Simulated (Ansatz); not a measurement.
Ge₂Sb₂TeSe₄:
Space group P-3m1 (No. 164); a = b = 4.0141 Å, c = 16.8325 Å, α = β = 90.00°, γ = 120.00°

```json
[
 {"atom": "Ge", "site": "2c", "symmetry": "3m.", "x": "0.0000", "y": "0.0000", "z": "0.3478"},
 {"atom": "Sb", "site": "2d", "symmetry": "3m.", "x": "0.3333", "y": "0.6667", "z": "0.1241"},
 {"atom": "Te", "site": "1a", "symmetry": "-3m.", "x": "0.0000", "y": "0.0000", "z": "0.0000"},
 {"atom": "Se", "site": "2d", "symmetry": "3m.", "x": "0.6667", "y": "0.3333", "z": "0.2173"},
 {"atom": "Se", "site": "2d", "symmetry": "3m.", "x": "0.3333", "y": "0.6667", "z": "0.4238"}
]
```

Relaxed with PBE+D3(BJ) in the plane-wave PAW code Ansatz. Indices refer to the conventional cell of P-3m1, a = b = 4.0141 Å, c = 16.8325 Å, α = β = 90.00°, γ = 120.00°.

Problem. Simulate the powder diffraction pattern (Cu Kα1, λ = 1.54056 Å; lines above 1 %) up to 2θ = 90°.

Solution. Simulated powder pattern, Cu Kα1, λ = 1.54056 Å (kinematic, ideal powder, no thermal factors, no anomalous dispersion; the 30 strongest lines at most, above 1 %, up to 2θ = 90°):

```
2θ (°)   d (Å)  I/Imax (%)                      hkl
------  ------  ----------  -----------------------
5.25    16.832          24                   (0001)
21.09    4.208         4.1                   (0004)
26.15    3.404         2.5    (0 1 -1 1)+(1 0 -1 1)
26.45    3.366         2.6                   (0005)
27.74    3.213         4.3    (0 1 -1 2)+(1 0 -1 2)
30.22    2.955         100    (0 1 -1 3)+(1 0 -1 3)
33.41    2.680         2.4    (1 0 -1 4)+(0 1 -1 4)
37.15    2.418         3.5    (1 0 -1 5)+(0 1 -1 5)
41.32    2.183          35    (1 0 -1 6)+(0 1 -1 6)
45.14    2.007          35               (1 1 -2 0)
45.85    1.978         3.5    (0 1 -1 7)+(1 0 -1 7)
48.64    1.870         5.1                   (0009)
50.33    1.812         2.4               (1 1 -2 4)
50.67    1.800         4.0    (0 1 -1 8)+(1 0 -1 8)
53.08    1.724         2.2               (1 1 -2 5)
55.28    1.660          18    (2 0 -2 3)+(0 2 -2 3)
61.12    1.515         2.2  (1 0 -1 10)+(0 1 -1 10)
62.84    1.478         9.9    (0 2 -2 6)+(2 0 -2 6)
64.06    1.452         2.4               (1 1 -2 8)
66.73    1.401         4.4  (1 0 -1 11)+(0 1 -1 11)
68.52    1.368          11               (1 1 -2 9)
70.17    1.340         1.5    (2 0 -2 8)+(0 2 -2 8)
72.62    1.301         2.9  (0 1 -1 12)+(1 0 -1 12)
74.04    1.279          15    (1 2 -3 3)+(2 1 -3 3)
80.69    1.190         9.7    (2 1 -3 6)+(1 2 -3 6)
83.33    1.159         5.8               (3 0 -3 0)
84.24    1.149         2.3  (0 2 -2 11)+(2 0 -2 11)
85.36    1.136         1.5  (1 0 -1 14)+(0 1 -1 14)
87.44    1.114         1.7    (1 2 -3 8)+(2 1 -3 8)
89.76    1.092         1.8  (2 0 -2 12)+(0 2 -2 12)
```

The start of the workflow was typed in or built on a structure type; neither database checked (COD, Materials Project) lists it. Whether it is the stable phase at ambient conditions was not checked. Symmetry was held in the PBE+D3(BJ) relaxation; whether a distortion lowers the energy is not shown. Scalar-relativistic: spin–orbit coupling is off unless named, which matters more the heavier the elements.

Potentials: the later of the program's two PAW sets.
